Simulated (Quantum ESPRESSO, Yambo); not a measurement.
**Levels of theory for the gap of NaCoO2**

NaCoO2 (space group R-3m, No. 166): one geometry, one set of norm-conserving PBEsol (Quantum ESPRESSO, 96 Ry, scalar-relativistic) orbitals, self-energies from Yambo (6×6×6 Γ-centred k mesh, bands 6 to 65 and a 7 Ry block in the screening, 65 bands in G with the Bruneval-Gonze terminator, plasmon pole fitted at 27.2 eV).

Cell and atoms were relaxed with PBEsol from Materials Project entry mp-18921, within its symmetry.

```json
[
 {"level": "PBEsol (Quantum ESPRESSO)", "gap (0.333, 0.333, -0.5) → (0.167, 0.167, -0.5) (eV)": "0.86", "direct gap at (0.167, 0.167, -0.5) (eV)": "1.09", "rough Yambo cost": "–"},
 {"level": "exchange only (Hartree-Fock self-energy on PBEsol orbitals)", "gap (0.333, 0.333, -0.5) → (0.167, 0.167, -0.5) (eV)": "13.84", "direct gap at (0.167, 0.167, -0.5) (eV)": "14.44", "rough Yambo cost": "about 1/20 (12 states)"},
 {"level": "static COHSEX@PBEsol", "gap (0.333, 0.333, -0.5) → (0.167, 0.167, -0.5) (eV)": "2.35", "direct gap at (0.167, 0.167, -0.5) (eV)": "2.56", "rough Yambo cost": "within a factor of two (3 states)"},
 {"level": "G0W0@PBEsol, plasmon pole", "gap (0.333, 0.333, -0.5) → (0.167, 0.167, -0.5) (eV)": "1.82", "direct gap at (0.167, 0.167, -0.5) (eV)": "2.02", "rough Yambo cost": "1 (12 states)"}
]
```

Bare exchange has no screening and gives the widest gap; static COHSEX screens it but leaves out the frequency dependence, which G0W0 restores. The mesh misses a band edge: along a dense path the PBEsol gap is 0.75 eV against 0.86 eV on the mesh.

Costs are rough ratios of core time on shared machines.

Convergence of the G0W0 settings was not tested.

The 3d shell has no Hubbard U; the runs are without spin polarisation, and magnetic order was not tried.

The structure is a Materials Project entry; no match was found in the copy of COD used, and its stability was not checked.
